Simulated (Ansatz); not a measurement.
WSe$_{2}$ in space group P6_3/mmc (No. 194; W on 2c, Se on 4f) at seven volumes, r²SCAN+D4 in the plane-wave PAW code Ansatz, shape and atoms relaxed at each. One row is withheld.

```tsv
V (Å³/atom)	P (GPa)
18.950	5.74
19.575	3.20
20.199	1.31
20.824	0.00
21.449	?
22.073	-1.31
22.698	-1.53
```

### Question
Fit the shown pressures and predict the withheld one.

### Answer
P = (3/2)B₀(x^(7/2) − x^(5/2))[1 + (3/4)(B′ − 4)(x − 1)] with x = (V₀/V)^(2/3). Least squares on the six rows gives V₀ = 20.838 Å³/atom, B₀ = 34.5 GPa, B′ = 13.21. At V = 21.449, x = 0.9809 and P = -0.82 GPa. The run itself gave -0.84 GPa.

Symmetry was held in the r²SCAN+D4 relaxation; of distortions, only those at the zone centre were tested. The run is not spin-polarised. Scalar-relativistic: spin–orbit coupling is off unless named, which matters more the heavier the elements.

Potentials: the later of the program's two PAW sets.
